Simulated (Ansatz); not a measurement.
CaF2 (fluorite, Fm-3m), PBEsol in the plane-wave PAW code Ansatz. The conduction-band minimum lies at Γ, with 1 equivalent valley. Second derivatives d²E/dk² of the lowest band at one valley (eV·Å²), along Cartesian directions:

```tsv
direction	d²E/dk²
[100]	13.93
[010]	13.93
[001]	13.93
[110]	13.92
[101]	13.92
[011]	13.92
```

Find the principal effective masses, the density-of-states mass and the conductivity mass.

Off-diagonal terms follow from H_xy = H[110] − (H_xx + H_yy)/2, and m*/mₑ = 7.620 eV·Å² over each eigenvalue: 0.55, 0.55, 0.55. One valley's DOS mass (m₁m₂m₃)^(1/3) = 0.55, conductivity mass 3/(Σ 1/mᵢ) = 0.55 mₑ.

What effective density of states Nc follows at 300 K for parabolic valleys?

Nc = 2.509e19 × 1 × (0.55)^(3/2) ≈ 1.0e19 cm⁻³.

The PBEsol relaxation kept the symmetry of its start.

Potentials: the later of the program's two PAW sets.

Edges and masses are those of Kohn–Sham bands, whose gap is no quasiparticle gap.
